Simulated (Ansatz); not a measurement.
C:
```yaml
crystal:
  lattice:
    - [6.84483, 0.00000, 0.00000]
    - [-3.42242, 5.92780, 0.00000]
    - [0.00000, 0.00000, 3.57079]
  atoms:
    - { symbol: C, position: [0.20719, 0.00000, 0.00000] }
    - { symbol: C, position: [0.41139, 0.00000, 0.00000] }
    - { symbol: C, position: [0.20719, 0.20719, 0.00000] }
    - { symbol: C, position: [0.41139, 0.41139, 0.00000] }
    - { symbol: C, position: [0.00000, 0.20719, 0.00000] }
    - { symbol: C, position: [0.00000, 0.41139, 0.00000] }
    - { symbol: C, position: [0.79281, 0.00000, 0.00000] }
    - { symbol: C, position: [0.58861, 0.00000, 0.00000] }
    - { symbol: C, position: [0.79281, 0.79281, 0.00000] }
    - { symbol: C, position: [0.58861, 0.58861, 0.00000] }
    - { symbol: C, position: [0.00000, 0.79281, 0.00000] }
    - { symbol: C, position: [0.00000, 0.58861, 0.00000] }
```

Relaxed with r²SCAN+D4.

Task: Map the electron localisation function on the plane through (0.207, 0.000, 0.000) spanned by u = [1, 1, 0] and v = [1, -1, 0] in lattice vectors, from r²SCAN+D4 in the plane-wave PAW code Ansatz.

Result: x is the fraction of u, y of v (the angle between them is 90°; rows are the nearest grid lines); atoms in the plane: C at (0.00, 0.00), C at (0.50, 0.50), C at (0.10, 0.10), C at (0.60, 0.60), C at (0.10, 0.90), C at (0.60, 0.40), C at (0.31, 0.90), C at (0.81, 0.40), C at (0.00, 0.79), C at (0.50, 0.29).
```
|  =+=:    :-+**+-.    :=+-  .#@@#. |
|%@@@#++*#**#%@@%#**#*++#@@@%*++++*%|
|#%%*-+%@%*-=#@@#--*%@%+-*%%#+:..:+#|
|#%*-.=%@@+.:*@@*:.*@@%=.-*%#=.  .=#|
|+%@%#=::=+*#%@@%#*+=::=#@@%+=*%%*=+|
|.-*#*=:     .::.     :=*#*-.:#@@#:.|
|#@@@%#+=:.        .:=+#%@@@#+****+#|
|##-  -#%%%*-    =#%%%#:  =##+:  :+#|
|#%%%%%@@%%#+:  :+#%%@@%%%%%#+:  :+#|
|#%@%#:  :*#+:  :+#*:  -#%@%#=.  .=#|
|=*##*=-+%@%*-..-*%@%+-=*##*=.    .=|
|   .-+#%%+:-#@@#-:*%%#+-.     ..   |
|*=:..-*%%*--#@@#--*%%*-..:=*#%%%%#*|
|-*%@%+-*%%#+:..:+#%%*-+%@%*-=#@@#--|
| +@@@-  :++:    -++:  -@@@=  +%%=  |
|*###*+#@@@%*====*%@@@#+*##**#%@@%#*|
|-.   :=*=. .#@@#. .=*=:   .-+*##*+-|
| .:=+#%@@@#+****+#@@@%#+=:.        |
|-+##*+*%@@%*-::-*%@@%*+*##+-.    .-|
|%%@@%+..-**+.  :+**-..*%@@%#+.  .+%|
|**=-=#@@@%#+.  .+%%@@@#=-=**+.  :+*|
|%@%+-=*##*=.    .=*##*=-+%@%*-..-*%|
|%@@@%#*+=:        :=+*#%@@@%*++++*%|
|  =+=:    :-+**+-.    :=+-  .#@@#. |
```
Scale: ten equal steps from 0.012 (start of ' ') to 0.940 (end of '@'), in the order ' .:-=+*#%@'; x runs from 0.000 to 1.00, y from 0.000 (bottom) to 1.00 (top).

The density is the valence pseudo-density with augmentation charge, so density and ELF within about 1 Å of a nucleus are not all-electron values.

Space group P6/mmm. The start of the workflow was typed in or built on a structure type; the Crystallography Open Database copy checked does not list it. It is not the phase usual at ambient conditions (space group No. 194, 227). The cell was relaxed with r²SCAN+D4 under the symmetry of its start. At this level the phase is mechanically unstable.

Potentials: the later of the program's two PAW sets.
